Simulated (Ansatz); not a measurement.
One crystal and one scan (scan of one atom of the cell) at two levels, PBE (plane waves to 420 eV, PAW, scalar-relativistic; Ansatz, a quantum-chemistry and plane-wave program) and r2SCAN (plane waves to 500 eV, PAW, scalar-relativistic; Ansatz), each from its own relaxed cell and on its own mesh. The cell shown is that of PBE.

Starting cell, Fe (bcc, W type):

```xyz
2
Lattice="-2.8318 2.8318 2.8318 1.4159 -1.4159 1.4159 1.4159 1.4159 -1.4159" Properties=species:S:1:pos:R:3 pbc="T T T"
Fe     0.0000     0.0000     0.0000
Fe    -1.4159     1.4159     1.4159
```

In each cell atom 1 (Fe, nearest neighbour Fe at 2.452 Å; its periodic images, 2.5 Å or more away, move with it) moves by s·(0.707, 0.707, 0.000) (along Cartesian [110]), the rest being held.

Energies are smeared free energies. Fe was relaxed with its symmetry unable to fall. Relaxed Fe ends ferromagnetic. The magnetic order is the one the run started from; other orders were not tried. (PBE) On this mesh the relaxed cell isn't quite at rest: it carries a pressure of -0.2 GPa (compression positive) at the zero of the scan. (PBE) Relaxed Fe ends ferromagnetic. (r2SCAN) On this mesh the relaxed cell isn't quite at rest: it carries a pressure of -0.2 GPa (compression positive) at the zero of the scan. (r2SCAN) Relaxed Fe ends ferromagnetic. With partly filled bands, energies and forces of such displacements shift with the k mesh and the smearing. Percentages come from the unrounded values. Both scans cover s from -0.250 to 0.250 Å.

Results of PBE:

| Item | Result |
|---|---|
| Lattice constant a (Å) | 2.832 |
| Magnetic moment of the relaxed cell (μB/cell) | 2.17 |
| Force along the line at s = -0.250 Å (eV/Å) | 1.472 |
| Force constant k = d²E/ds² at s = 0 (finite differences) (eV/Å²) | 5.90 |
| Symmetry of the curve | even: the same for both signs |
| Shape of the curve | a single well with its minimum at or next to zero displacement |

Q: Estimate the r2SCAN values.

A: 
```csv
quantity,r2SCAN,PBE − r2SCAN
Lattice constant a (Å),2.865,-0.033 (-1.1 %)
Magnetic moment of the relaxed cell (μB/cell),2.64,-0.47 (-18 %)
Force along the line at s = -0.250 Å (eV/Å),1.447,+0.025 (+1.7 %)
Force constant k = d²E/ds² at s = 0 (finite differences) (eV/Å²),5.87,+0.03 (+0.4 %)
```

PBE gives the higher value for: force along the line at s = -0.250 Å. PBE gives the lower value for: lattice constant a; magnetic moment of the relaxed cell. They agree on: force constant k = d²E/ds² at s = 0 (within 1.5 %). Both give the same symmetry of the curve: even: the same for both signs. Neither level is exact: the differences show how much the result hangs on the functional.

(For displaced atoms, the force is minus the slope of the energy, and its curvature is a force constant, which sets phonon frequencies.)
